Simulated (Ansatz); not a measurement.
# Will Mg and Sr mix in MgB2?

These are results of Ansatz, DFT PBE, scalar-relativistic, plane waves, PAW, not measurements. Settings: 420 eV cutoff, 8×8×6 k-mesh, Gaussian smearing of 0.10 eV, no spin polarisation.

The relaxed crystal:

```
CELL_PARAMETERS angstrom
-1.53700 2.66216 -3.51983
-1.53700 2.66216 3.51983
4.61862 2.66656 0.00000
ATOMIC_POSITIONS crystal
Mg 0.25000 0.25000 0.50000
Mg 0.75000 0.75000 0.50000
Mg 0.50000 0.50000 0.00000
Mg 0.00000 0.00000 0.00000
B 0.75000 0.25000 0.33347
B 0.25000 0.75000 0.33347
B 0.00000 0.50000 0.83347
B 0.50000 0.00000 0.83347
B 0.00000 0.50000 0.16653
B 0.50000 0.00000 0.16653
B 0.25000 0.75000 0.66653
B 0.75000 0.25000 0.66653
```

Sr takes some of the 4 Mg sites (atoms counted from 1 above); cell and atoms relax within the symmetry of each ordered start. Mixing energies are taken at zero smearing, per mixed site, over the two end members in this structure (P6/mmm (191); 9.62 and 13.92 Å³/atom), which needn't be the usual structure of either.

The lowest cell of each fraction:

```json
{"x(Sr)": "0.250", "sites with Sr": "4", "ΔH (meV/site)": "206.6"}
{"x(Sr)": "0.500", "sites with Sr": "1 4", "ΔH (meV/site)": "193.8"}
{"x(Sr)": "0.750", "sites with Sr": "2 3 4", "ΔH (meV/site)": "21.5"}
```

**Question.** Read these as a regular solution, ΔH = Ω x(1 − x). What Ω does each fraction give, and does one Ω describe them?

**Answer.**
| x(Sr) | x(1 − x) | Ω (meV) | ideal entropy (k_B/site) |
| --- | --- | --- | --- |
| 0.250 | 0.1875 | 1102 | 0.562 |
| 0.500 | 0.2500 | 775 | 0.693 |
| 0.750 | 0.1875 | 115 | 0.562 |

A least-squares fit gives Ω = 687 meV. The values spread by 987 meV, so the parabola is a rough summary: ordered cells differ in their arrangement as well as their fraction, and the curve can be lopsided.

**Question.** What does that say about mixing at finite temperature?

**Answer.** Ω > 0 means a miscibility gap at low temperature. With ideal entropy the free energy Ωx(1 − x) + k_BT[x ln x + (1 − x) ln(1 − x)] loses its double well at T_c = Ω/2k_B = 3990 K. At 1000 K the spinodal, x(1 − x) = k_BT/2Ω, lies at x = 0.07 and 0.93. The end members differ by 13.1 % in mean lattice spacing, so strain energy is a likely large part of Ω. The estimate takes small ordered cells for a random alloy and leaves out vibrations, short-range order, melting and other structures, so it gives a scale, not a phase diagram.

Cost: 5 runs of about 57 core-minutes in all, on Arm Neoverse N1 (shared hosts).